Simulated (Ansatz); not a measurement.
Ti2BiN:
```cif
data_Bi2N2Ti4
_chemical_formula_sum 'Ti4 Bi2 N2'
_space_group_name_H-M_alt 'P 1'
_space_group_IT_number 1
_cell_length_a 3.29902
_cell_length_b 3.29902
_cell_length_c 13.05721
_cell_angle_alpha 90.000
_cell_angle_beta 90.000
_cell_angle_gamma 120.000
loop_
_space_group_symop_operation_xyz
  'x, y, z'
loop_
_atom_site_label
_atom_site_type_symbol
_atom_site_fract_x
_atom_site_fract_y
_atom_site_fract_z
_atom_site_occupancy
Ti1 Ti 0.33333 0.66667 0.57339 1
Ti2 Ti 0.66667 0.33333 0.42661 1
Ti3 Ti 0.66667 0.33333 0.07339 1
Ti4 Ti 0.33333 0.66667 0.92661 1
Bi1 Bi 0.33333 0.66667 0.25000 1
Bi2 Bi 0.66667 0.33333 0.75000 1
N1 N 0.00000 0.00000 0.00000 1
N2 N 0.00000 0.00000 0.50000 1
```

Relaxed with r²SCAN.

Task: Tabulate the valence density and the electron localisation function along the shortest Ti–Bi contact (2.99 Å), plane-wave PAW r²SCAN (Ansatz code).

Result: 

```tsv
distance from Ti (Å)	density (e/Å³)	ELF
0.30	8.75	0.27
0.45	6.38	0.56
0.60	3.57	0.64
0.75	1.49	0.52
0.90	0.56	0.25
1.05	0.28	0.10
1.20	0.20	0.11
1.35	0.20	0.25
1.50	0.23	0.45
1.64	0.30	0.53
1.79	0.42	0.49
1.94	0.63	0.45
2.09	1.07	0.44
2.24	2.21	0.38
2.39	3.84	0.25
2.54	5.42	0.12
2.69	6.75	0.07
```

The density is the valence pseudo-density with augmentation charge, so density and ELF within about 1 Å of a nucleus are not all-electron values.

Space group P6_3/mmc. The start of the workflow was typed in or built on a structure type; neither database checked (COD, Materials Project) lists it. Its standing as an ambient phase is unchecked. Symmetry was held in the r²SCAN relaxation; whether a distortion lowers the energy is not shown. The workflow began spin-polarised and lost its moments. Spin–orbit coupling is left out wherever it is not named.

Potentials: the later of the program's two PAW sets.
